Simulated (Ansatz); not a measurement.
BaTe (rock salt, space group No. 225) under volume change, the program Ansatz at the LDA level (PAW), scaled uniformly.

```json
[
 {"V (Å³/atom)": "36.824", "E − E(relaxed) (meV/atom)": "42.7", "P (GPa)": "4.10"},
 {"V (Å³/atom)": "38.038", "E − E(relaxed) (meV/atom)": "17.9", "P (GPa)": "2.50"},
 {"V (Å³/atom)": "39.252", "E − E(relaxed) (meV/atom)": "4.2", "P (GPa)": "1.15"},
 {"V (Å³/atom)": "40.466", "E − E(relaxed) (meV/atom)": "0.0", "P (GPa)": "0.00"},
 {"V (Å³/atom)": "41.680", "E − E(relaxed) (meV/atom)": "[?]", "P (GPa)": "[?]"},
 {"V (Å³/atom)": "42.894", "E − E(relaxed) (meV/atom)": "[?]", "P (GPa)": "[?]"},
 {"V (Å³/atom)": "44.108", "E − E(relaxed) (meV/atom)": "30.9", "P (GPa)": "-2.52"}
]
```

Question: Some entries are withheld; supply them.

Answer: 
- 42.894, E − E(relaxed) (meV/atom): 14.5
- 42.894, P (GPa): -1.81
- 41.680, E − E(relaxed) (meV/atom): 3.8
- 41.680, P (GPa): -0.98

Question: What does a third-order Birch–Murnaghan fit give for V₀, B₀ and B′?

Answer: V₀ = 40.46 Å³/atom, B₀ = 35.3 GPa, B′ = 4.4.

Space group Fm-3m (rock salt). Symmetry was held in the LDA relaxation; of distortions, only those at the zone centre were tested. Spin–orbit coupling is left out wherever it is not named.

Potentials: the later of the program's two PAW sets.
